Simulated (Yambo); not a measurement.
G0W0@PBE for AlAs (zinc blende, space group F-43m, No. 216) in Yambo. Reference settings: 4×4×4 Γ-centred k mesh, bands 5 to 202 and a 15 Ry block in the screening, 202 bands in G with the Bruneval-Gonze terminator, plasmon pole fitted at 27.2 eV. The PBE gap Γ → X on this mesh is 1.45 eV; G0W0 gaps are taken between the same points.

With and without the terminator, as bands are cut:

```json
[
 {"bands in G (in W)": "68 (202)", "gap, terminator (eV)": "2.070", "gap, none (eV)": "1.923", "valence shift, terminator (eV)": "-0.741", "valence shift, none (eV)": "-0.478"},
 {"bands in G (in W)": "125 (202)", "gap, terminator (eV)": "2.068", "gap, none (eV)": "2.010", "valence shift, terminator (eV)": "-0.741", "valence shift, none (eV)": "-0.641"},
 {"bands in G (in W)": "202 (202)", "gap, terminator (eV)": "2.066", "gap, none (eV)": "2.042", "valence shift, terminator (eV)": "-0.739", "valence shift, none (eV)": "-0.698"}
]
```

Over this range the gap spans 0.004 eV with the terminator and 0.119 eV without, the valence shift 0.002 eV and 0.220 eV. Neither column has reached its limit for certain.

Spin-orbit coupling is not included.

Geometry relaxed with PBEsol; primitive cell a = b = c = 4.013 Å, α = β = γ = 60.00°.

A shift is the quasiparticle energy of the state minus its PBE energy.

The potentials are those of PseudoDojo's stringent table.
